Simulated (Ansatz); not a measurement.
Sc$_{2}$GeB$_{2}$:
```
CELL_PARAMETERS angstrom
      3.14997     0.00000     0.00000
     -1.57499     2.72796     0.00000
      0.00000     0.00000     7.81634
ATOMIC_POSITIONS crystal
  Sc 0.33333 0.66667 0.71681
  Sc 0.33333 0.66667 0.28319
  Ge 0.00000 0.00000 0.00000
  B  0.00000 0.00000 0.50000
  B  0.66667 0.33333 0.50000
```

Relaxed with PBEsol. Special points in fractions of this cell's reciprocal vectors: Γ (0.000, 0.000, 0.000); M (0.500, 0.000, 0.000); K (0.333, 0.333, 0.000); A (0.000, 0.000, 0.500); L (0.500, 0.000, 0.500); H (0.333, 0.333, 0.500).

### Question
List the band energies nearest the Fermi level at these points for DFT-PBEsol with spin–orbit coupling in the program Ansatz with PAW potentials.

### Answer
In eV from the Fermi level; about four levels below and three above (degenerate sets whole), none deeper than 8.9 eV; points with the same levels are listed once.

| k | below | above |
|---|---|---|
| Γ | -0.78 -0.78 -0.78 -0.78 | 2.14 2.14 2.15 2.15 |
| M | -0.70 -0.70 -0.38 -0.38 | 2.48 2.48 3.07 3.07 |
| K | -1.34 -1.32 -0.77 -0.77 | 1.07 1.08 2.40 |
| A | -0.77 -0.77 -0.77 -0.77 | 0.38 0.38 2.05 2.05 |
| L | -1.31 -1.31 -0.16 -0.16 | 1.92 1.92 2.57 2.57 |
| H | -1.31 -1.31 -1.21 -1.19 | 0.75 0.76 3.23 3.23 |

Space group P-6m2. The start of the workflow was typed in or built on a structure type; neither database checked (COD, Materials Project) lists it. Its standing as an ambient phase is unchecked. The cell was relaxed with PBEsol under the symmetry of its start; whether a distortion lowers the energy is not shown. The run is not spin-polarised.

Potentials: the earlier of the program's two PAW sets. The files were generated under PBE; for other functionals the program regenerates the frozen cores, and for LDA and PBEsol the local potential too.
